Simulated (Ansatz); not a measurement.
## CsHgCl₃: enthalpy against pressure

CsHgCl₃, Pm-3m, a = 5.325 Å. The structure is a COD entry; whether it is the stable form wasn't checked. Ansatz: r2SCAN, PAW, 500 eV, Γ-centred 8×8×8 mesh on 5 atoms, Gaussian smearing 0.10 eV; no spin polarisation. Cell and atoms are relaxed at each pressure, and no other structure is tried, so the rows at high pressure may lie past a change of phase. y is the enthalpy over the state at zero pressure; there V0 = 30.202 Å³/atom. The pressures are the targets, met within 0.01 GPa.

```
P (GPa) y (eV/atom)
   -3.0      -0.5968
    0.0       0.0000
    3.0       0.5440
    8.0            ?
   15.0       2.4599
   30.0       4.5447
   60.0       8.1891
```

Task: Fit y = c1 P + c2 P² + c3 P³ to the other rows, say what c1 and c2 mean, and predict the missing value.

Result: Least squares on the rows shown. y = 0.18416 P − 0.0014024 P² + 1.0135×10⁻⁵ P³. Since dH/dP = V, c1 is V0: 0.18416 eV/GPa × 160.2 = 29.502 Å³ against 30.202; c2 = −V0/(2B0) gives B0 = 66 GPa, where a Birch–Murnaghan fit to the volumes of the same runs (not shown) gives 34 GPa: a cubic over this range folds the higher terms into c2. Above P = −c2/(3 c3) = 46 GPa the cubic's slope, the volume, would rise with pressure, so the form fails there. At P = 8.0 the fit asked for gives 1.3887 eV/atom. The run gave 1.3814 eV/atom, so the fit is 0.0073 eV/atom too high, within the rms miss on the fitted rows (0.0174 eV/atom).

Spin–orbit coupling is left out, which can shift energies with elements as heavy as these.

Symmetry holds off the tilts and polar distortions that many cubic perovskites undergo.